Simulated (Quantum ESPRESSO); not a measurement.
## Ru2Ta3Au2Al (finding a planted mistake in a log)

Computed values, not a measurement. The program is pw.x of Quantum ESPRESSO 7.5 (plane-wave density functional theory). The cell is made up: eight metal atoms on a face-centred cubic lattice, with elements, volume, strain and displacements drawn at random and not relaxed, so it may be unstable or far from any real phase. PseudoDojo standard norm-conserving files set the functional (PBE unless stated); there is no spin polarisation or spin-orbit coupling, the Fermi-Dirac width of 0.25 eV means electrons at about 2900 K, and the masses in the input are unused placeholders. Heavy elements are run without spin-orbit coupling, which real alloys of them have. A spin test at this wide smearing found no moment, but such smearing suppresses magnetism that the real alloy may have.

Intended input:

```
&control calculation='scf', pseudo_dir='./dojo.nc.sr.pbe.v0_5.standard.upf', outdir='./o', disk_io='minimal', tprnfor=.true., tstress=.true. /
&system ibrav=0, nat=8, ntyp=4, nbnd=70, ecutwfc=84.00895049, nosym=.true., tot_charge=0,
 occupations='smearing', smearing='fd', degauss=0.0183746611
/
&electrons conv_thr=1.470e-08, electron_maxstep=70, mixing_beta=0.5 /
ATOMIC_SPECIES
Al 1.0 Al.upf
Au 1.0 Au.upf
Ru 1.0 Ru.upf
Ta 1.0 Ta.upf
CELL_PARAMETERS angstrom
2.0651 4.0845 2.0654
2.0377 -4.0559 2.0356
2.0835 -0.0154 -6.1835
ATOMIC_POSITIONS angstrom
Ru -0.0235 -0.0164 0.0068
Ta 1.9956 -2.0038 -0.028
Ru 2.0459 0.0554 -2.0811
Ta 4.1019 -2.0136 -2.1305
Au 2.0474 0.0726 2.0261
Al 2.0804 2.0249 0.0096
Au 4.0864 -0.0002 -0.0043
Ta 4.1929 2.0258 -2.065
K_POINTS automatic
5 5 4 1 1 1
```

The log is shortened where brackets say so; the opening notice, blank lines, dates and the lines on written files are dropped, and the path of the files is cut. It prints rydbergs, bohrs and kilobars, and counts compression as positive stress. Its total energy is the free energy E - TS of the whole cell.

Log of the intended run:

```
     Program PWSCF v.7.5
     Parallel version (MPI & OpenMP), running on       4 processor cores
     Number of MPI processes:                 4
     Threads/MPI process:                     1
     [start-up lines left out]
     bravais-lattice index     =            0
     lattice parameter (alat)  =       9.4889  a.u.
     unit-cell volume          =     931.4981 (a.u.)^3
     number of atoms/cell      =            8
     number of atomic types    =            4
     number of electrons       =       112.00
     number of Kohn-Sham states=           70
     kinetic-energy cutoff     =      84.0090  Ry
     charge density cutoff     =     336.0358  Ry
     scf convergence threshold =      1.5E-08
     mixing beta               =       0.5000
     number of iterations used =            8  plain     mixing
     Exchange-correlation= PBE
                           (   1   4   3   4   0   0   0)
     [axes and pseudopotential details left out]
   Cartesian axes
     site n.     atom                  positions (alat units)
         1        Ru     tau(   1) = (  -0.0046800  -0.0032661   0.0013542  )
         2        Ta     tau(   2) = (   0.3974254  -0.3990584  -0.0055762  )
         3        Ru     tau(   3) = (   0.4074427   0.0110330  -0.4144528  )
         4        Ta     tau(   4) = (   0.8168967  -0.4010101  -0.4242908  )
         5        Au     tau(   5) = (   0.4077414   0.0144583   0.4034995  )
         6        Al     tau(   6) = (   0.4143134   0.4032605   0.0019118  )
         7        Au     tau(   7) = (   0.8138099  -0.0000398  -0.0008563  )
         8        Ta     tau(   8) = (   0.8350195   0.4034397  -0.4112464  )
     number of k points=    50  Fermi-Dirac smearing, width (Ry)=  0.0184
                       cart. coord. in units 2pi/alat
        k(    1) = (   0.2590077  -0.0008197  -0.0142330), wk =   0.0400000
        k(    2) = (   0.4108061  -0.0007747  -0.1660983), wk =   0.0400000
     [further k points left out]
     Dense  grid:    96901 G-vectors     FFT dimensions: (  60,  60,  72)
     Estimated max dynamical RAM per process >     352.03 MB
     Estimated total dynamical RAM >       1.31 GB
     Initial potential from superposition of free atoms
     starting charge     111.9930, renormalised to     112.0000
     Starting wfcs are   74 randomized atomic wfcs
     total cpu time spent up to now is        5.2 secs
     per-process dynamical memory:   269.9 Mb
     Self-consistent Calculation
     iteration #  1     ecut=    84.01 Ry     beta= 0.50
     Davidson diagonalization with overlap
     ethr =  1.00E-02,  avg # of iterations =  3.4
     total cpu time spent up to now is       16.4 secs
     total energy              =   -1391.55566145 Ry
     estimated scf accuracy    <       2.00641148 Ry
     iteration #  2     ecut=    84.01 Ry     beta= 0.50
     Davidson diagonalization with overlap
     ethr =  1.79E-03,  avg # of iterations =  3.0
     total cpu time spent up to now is       27.9 secs
     total energy              =   -1391.90859808 Ry
     estimated scf accuracy    <       4.08039127 Ry
     [iterations 3 to 15 left out]
     iteration # 16     ecut=    84.01 Ry     beta= 0.50
     Davidson diagonalization with overlap
     ethr =  7.13E-11,  avg # of iterations =  2.0
     total cpu time spent up to now is      167.7 secs
     total energy              =   -1392.51130078 Ry
     estimated scf accuracy    <       0.00000007 Ry
     iteration # 17     ecut=    84.01 Ry     beta= 0.50
     Davidson diagonalization with overlap
     ethr =  6.09E-11,  avg # of iterations =  1.0
     total cpu time spent up to now is      176.1 secs
     End of self-consistent calculation
     [lines on levels left out]
!    total energy              =   -1392.51130078 Ry
     estimated scf accuracy    <          1.7E-09 Ry
     smearing contrib. (-TS)   =      -0.08899980 Ry
     internal energy E=F+TS    =   -1392.42230098 Ry
     The total energy is F=E-TS. E is the sum of the following terms:
     one-electron contribution =    -416.46374720 Ry
     hartree contribution      =     263.61571754 Ry
     xc contribution           =    -263.04485030 Ry
     ewald contribution        =    -976.52942102 Ry
     convergence has been achieved in  17 iterations
     Forces acting on atoms (cartesian axes, Ry/au):
     atom    1 type  3   force =     0.00111816    0.00448793   -0.00791625
     atom    2 type  4   force =     0.02574481    0.00405823   -0.00014262
     atom    3 type  3   force =     0.00202485   -0.00481322    0.00374149
     atom    4 type  4   force =     0.01404317    0.00248191    0.01798400
     atom    5 type  2   force =    -0.00885146   -0.01480205    0.00859018
     atom    6 type  1   force =    -0.00655867    0.00318249   -0.01646806
     atom    7 type  2   force =     0.01232217   -0.00292017   -0.00845720
     atom    8 type  4   force =    -0.03984302    0.00832489    0.00266846
     Total force =     0.062632     Total SCF correction =     0.000144
     Computing stress (Cartesian axis) and pressure
          total   stress  (Ry/bohr**3)                   (kbar)     P=      -91.55
  -0.00053304   0.00001240   0.00005679          -78.41        1.82        8.35
   0.00001240  -0.00079329   0.00000463            1.82     -116.70        0.68
   0.00005679   0.00000463  -0.00054077            8.35        0.68      -79.55
     init_run     :      4.88s CPU      5.09s WALL (       1 calls)
     electrons    :    170.55s CPU    170.95s WALL (       1 calls)
     forces       :      1.95s CPU      1.97s WALL (       1 calls)
     stress       :      6.91s CPU      7.03s WALL (       1 calls)
     [timing details left out]
     PWSCF        :   3m 4.42s CPU   3m 5.18s WALL
     JOB DONE.
```

A second run was made from an input with one planted mistake. Its log:

```
     Program PWSCF v.7.5
     Parallel version (MPI & OpenMP), running on       4 processor cores
     Number of MPI processes:                 4
     Threads/MPI process:                     1
     [start-up lines left out]
     bravais-lattice index     =            0
     lattice parameter (alat)  =       9.4889  a.u.
     unit-cell volume          =     931.4981 (a.u.)^3
     number of atoms/cell      =            8
     number of atomic types    =            4
     number of electrons       =       112.00
     number of Kohn-Sham states=           70
     kinetic-energy cutoff     =      84.0090  Ry
     charge density cutoff     =     336.0358  Ry
     scf convergence threshold =      1.5E-08
     mixing beta               =       0.5000
     number of iterations used =            8  plain     mixing
     Exchange-correlation= PBE
                           (   1   4   3   4   0   0   0)
     [axes and pseudopotential details left out]
   Cartesian axes
     site n.     atom                  positions (alat units)
         1        Ru     tau(   1) = (  -0.0046800  -0.0032661   0.0013542  )
         2        Ta     tau(   2) = (   0.3974254  -0.3990584  -0.0055762  )
         3        Ru     tau(   3) = (   0.4074427   0.0110330  -0.4144528  )
         4        Ta     tau(   4) = (   0.8168967  -0.4010101  -0.4242908  )
         5        Au     tau(   5) = (   0.4077414   0.0144583   0.4034995  )
         6        Al     tau(   6) = (   0.4143134   0.4032605   0.0019118  )
         7        Ta     tau(   7) = (   0.8138099  -0.0000398  -0.0008563  )
         8        Au     tau(   8) = (   0.8350195   0.4034397  -0.4112464  )
     number of k points=    50  Fermi-Dirac smearing, width (Ry)=  0.0184
                       cart. coord. in units 2pi/alat
        k(    1) = (   0.2590077  -0.0008197  -0.0142330), wk =   0.0400000
        k(    2) = (   0.4108061  -0.0007747  -0.1660983), wk =   0.0400000
     [further k points left out]
     Dense  grid:    96901 G-vectors     FFT dimensions: (  60,  60,  72)
     Estimated max dynamical RAM per process >     352.03 MB
     Estimated total dynamical RAM >       1.31 GB
     Initial potential from superposition of free atoms
     starting charge     111.9930, renormalised to     112.0000
     Starting wfcs are   74 randomized atomic wfcs
     total cpu time spent up to now is        5.1 secs
     per-process dynamical memory:   278.7 Mb
     Self-consistent Calculation
     iteration #  1     ecut=    84.01 Ry     beta= 0.50
     Davidson diagonalization with overlap
     ethr =  1.00E-02,  avg # of iterations =  3.3
     total cpu time spent up to now is       16.3 secs
     total energy              =   -1391.10434670 Ry
     estimated scf accuracy    <       2.58572148 Ry
     iteration #  2     ecut=    84.01 Ry     beta= 0.50
     Davidson diagonalization with overlap
     ethr =  2.31E-03,  avg # of iterations =  3.0
     total cpu time spent up to now is       27.9 secs
     total energy              =   -1391.29194578 Ry
     estimated scf accuracy    <       9.85297076 Ry
     [iterations 3 to 14 left out]
     iteration # 15     ecut=    84.01 Ry     beta= 0.50
     Davidson diagonalization with overlap
     ethr =  1.02E-10,  avg # of iterations =  3.4
     total cpu time spent up to now is      155.5 secs
     total energy              =   -1392.45992020 Ry
     estimated scf accuracy    <       0.00000004 Ry
     iteration # 16     ecut=    84.01 Ry     beta= 0.50
     Davidson diagonalization with overlap
     ethr =  3.50E-11,  avg # of iterations =  2.0
     total cpu time spent up to now is      164.7 secs
     End of self-consistent calculation
     [lines on levels left out]
!    total energy              =   -1392.45992020 Ry
     estimated scf accuracy    <          9.3E-09 Ry
     smearing contrib. (-TS)   =      -0.10439986 Ry
     internal energy E=F+TS    =   -1392.35552034 Ry
     The total energy is F=E-TS. E is the sum of the following terms:
     one-electron contribution =    -429.40530671 Ry
     hartree contribution      =     270.19942967 Ry
     xc contribution           =    -263.07388407 Ry
     ewald contribution        =    -970.07575922 Ry
     convergence has been achieved in  16 iterations
     Forces acting on atoms (cartesian axes, Ry/au):
     atom    1 type  3   force =     0.00630202   -0.00047317   -0.01254099
     atom    2 type  4   force =     0.00491644    0.00009525    0.02343086
     atom    3 type  3   force =    -0.01124873   -0.00320704    0.00795111
     atom    4 type  4   force =     0.00873574    0.00134011    0.00960268
     atom    5 type  2   force =    -0.00262409   -0.01360396    0.00169527
     atom    6 type  1   force =    -0.00394394    0.00522346   -0.01712062
     atom    7 type  4   force =     0.02768220   -0.00202818   -0.02012360
     atom    8 type  2   force =    -0.02981964    0.01265352    0.00710529
     Total force =     0.062823     Total SCF correction =     0.000306
     Computing stress (Cartesian axis) and pressure
          total   stress  (Ry/bohr**3)                   (kbar)     P=      -72.64
  -0.00042512  -0.00003717  -0.00011577          -62.54       -5.47      -17.03
  -0.00003717  -0.00061714  -0.00005794           -5.47      -90.78       -8.52
  -0.00011577  -0.00005794  -0.00043906          -17.03       -8.52      -64.59
     init_run     :      4.89s CPU      5.06s WALL (       1 calls)
     electrons    :    156.44s CPU    159.59s WALL (       1 calls)
     forces       :      1.98s CPU      2.00s WALL (       1 calls)
     stress       :      6.95s CPU      7.08s WALL (       1 calls)
     [timing details left out]
     PWSCF        :   2m50.36s CPU   2m53.86s WALL
     JOB DONE.
```

Question: the log repeats what the program read. Compare it with the intended run: what was wrong in the second input?

Answer: two atoms have their elements exchanged. The input lines that differ:

```
- Au 4.0864 -0.0002 -0.0043
- Ta 4.1929 2.0258 -2.065
+ Ta 4.0864 -0.0002 -0.0043
+ Au 4.1929 2.0258 -2.065
```

```
                                            intended run  run with the mistake
                          free energy (eV)    -18946.081            -18945.382
         entropy term -TS, part of it (eV)        -1.211                -1.420
                            pressure (GPa)         -9.16                 -7.26
size of the largest force component (eV/Å)         1.024                 0.767
largest change of a force component (eV/Å)                               0.606
                                iterations            17                    16
```

For scale, a rerun of the intended cell at a higher cutoff and on a denser mesh moved values by no more than 0.006 eV in energy, 0.04 GPa in stress and 0.003 eV/Å in force, and a second program with other atomic files agreed on that cell to 2 % rms in force and 0.5 GPa in pressure.